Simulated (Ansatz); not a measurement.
# Polymorphs of Mg(AlC)$_{2}$

7 relaxations of Mg(AlC)2 ended in 3 distinct structures. All values below come from r2SCAN (plane waves to 500 eV, PAW, scalar-relativistic; Ansatz, a quantum-chemistry and plane-wave program).

| # | space group | Pearson | type | E − E(lowest) (eV/atom) | V (Å³/atom) | gap (eV, no SOC) | runs ending here |
|---|---|---|---|---|---|---|---|
| 1 | P-3m1 | hP5 | – | 0.000 | 11.40 | 2.13 | 5 |
| 2 | P4/mmm | tP5 | – | 1.15 | 17.81 | 0.00 | 1 |
| 3 | I4/mmm | tI10 | – | 1.20 | 16.22 | 0.00 | 1 |

P-3m1, hP5 is the lowest among the structures calculated here.

```cif
data_C2Al2Mg
_chemical_formula_sum 'Mg1 Al2 C2'
_space_group_name_H-M_alt 'P-3m1'
_space_group_IT_number 164
_space_group_name_Hall '-P 3 2"'
_cell_length_a 3.37269
_cell_length_b 3.37269
_cell_length_c 5.78461
_cell_angle_alpha 90.000
_cell_angle_beta 90.000
_cell_angle_gamma 120.000
loop_
_atom_site_label
_atom_site_type_symbol
_atom_site_symmetry_multiplicity
_atom_site_Wyckoff_symbol
_atom_site_fract_x
_atom_site_fract_y
_atom_site_fract_z
_atom_site_occupancy
Mg1 Mg 1 a 0.00000 0.00000 0.00000 1
Al1 Al 2 d 0.66667 0.33333 0.35056 1
C1 C 2 d 0.33333 0.66667 0.27036 1
```

Each run could gain symmetry but not lose that of its start, so entries can be saddle points. From databases, or of a type measured for this composition: P-3m1, hP5; the others are generated cells (placed on structure types, drawn at random, substituted or restacked) that were not matched to a known phase here. Static energies at zero pressure. No spin polarisation in the result.
